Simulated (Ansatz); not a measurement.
Cu:
```
Cu
1.0
   -1.44799     1.44799     1.36894
    1.44799    -1.44799     1.36894
    1.44799     1.44799    -1.36894
Cu
1
Direct
  0.00000   0.00000   0.00000
```

Relaxed with r²SCAN. Special points in fractions of this cell's reciprocal vectors: Γ (0.000, 0.000, 0.000); X (0.000, 0.000, 0.500); M (-0.500, 0.500, 0.500); Z (0.473, 0.473, -0.473); Z0 (-0.473, 0.527, 0.473); P (0.250, 0.250, 0.250); N (0.000, 0.500, 0.000).

Problem. List the band energies nearest the Fermi level at these points for DFT-r²SCAN in the program Ansatz with PAW potentials.

Solution. In eV from the Fermi level; about four levels below and three above (degenerate sets whole), none deeper than 8.9 eV; … stands for higher levels left out; points with the same levels are listed once.

```
k                          below        above
-  -----------------------------  -----------
Γ        -3.20 -3.20 -2.36 -2.12            …
X        -2.43 -2.18 -1.45 -1.02       4.32 …
M        -4.95 -1.63 -1.63 -1.56  7.99 7.99 …
Z        -4.93 -1.67 -1.67 -1.57  8.10 8.10 …
P  -4.06 -4.06 -3.94 -2.14 -2.02       6.57 …
N        -2.25 -2.00 -1.42 -0.56       4.96 …
```

Space group I4/mmm (body-centred tetragonal). The workflow started from a Materials Project entry (that database holds measured and hypothetical structures alike); the Crystallography Open Database copy checked does not list it. It is not the phase usual at ambient conditions (space group No. 225). Symmetry was held in the r²SCAN relaxation. At this level the phase is mechanically unstable. The run is not spin-polarised.

Potentials: the later of the program's two PAW sets.
